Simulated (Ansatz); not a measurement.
## Magnetic orders of MnHg

The calculation used DFT r2SCAN, scalar-relativistic, plane waves, PAW in Ansatz 0.2.0.

```xyz
2
Lattice="3.2880 0.0000 0.0000 0.0000 3.2880 0.0000 0.0000 0.0000 3.3130" Properties=species:S:1:pos:R:3 pbc="T T T"
Mn    1.6440    1.6440    1.6565
Hg    0.0000    0.0000    0.0000
```

```json
{
  "plane-wave cutoff": "500 eV",
  "Γ-centred k-mesh": "12×12×12",
  "occupation rule": "Gaussian smearing, 0.1 eV",
  "list of starting moments (μB, in atom order)": "4 0",
  "check for lower electronic states after the SCF": "off"
}
```

All runs keep this geometry, which isn't relaxed for the lowest state (largest force there 0.000 eV/Å, pressure 2.2 GPa) and needn't be a stable compound; relaxing each order would shift the differences by some 100 meV/atom, going by the pressures and a bulk modulus of about 150 GPa. A propagation vector, in units of the reciprocal vectors, doubles the cell, which takes an equally dense mesh. r2SCAN tends to overstate moments in metals, so a weak moment here may be absent in the real material. Site moments are spin moments in atom-centred spheres that scale with the neighbour distance. The states are those that the runs reached from these starts; a lower one can exist.

Order the starts by the energy of the state that they reach, lowest first.
A. no spin
B. antiferromagnetic, doubled cell, propagation vector (0, 0, 1/2)
C. ferromagnetic

B (0.00 meV/atom), C (14.4 meV/atom), A (1341 meV/atom).

```csv
start,ends,energy above lowest (meV/atom),site moments (μB),gap on mesh (eV),P (GPa)
no spin,non-magnetic,1341,none over 0.05,metal,-18.0
ferromagnetic,ferromagnetic,14.4,Mn +4.17,metal,2.5
"antiferromagnetic, doubled cell, propagation vector (0, 0, 1/2)",antiferromagnetic,0.00,"Mn +4.19, Mn -4.19",metal,2.2
```

Cost: 3 runs of about 2.5 core-minutes in all, on Arm Neoverse V2 (shared hosts).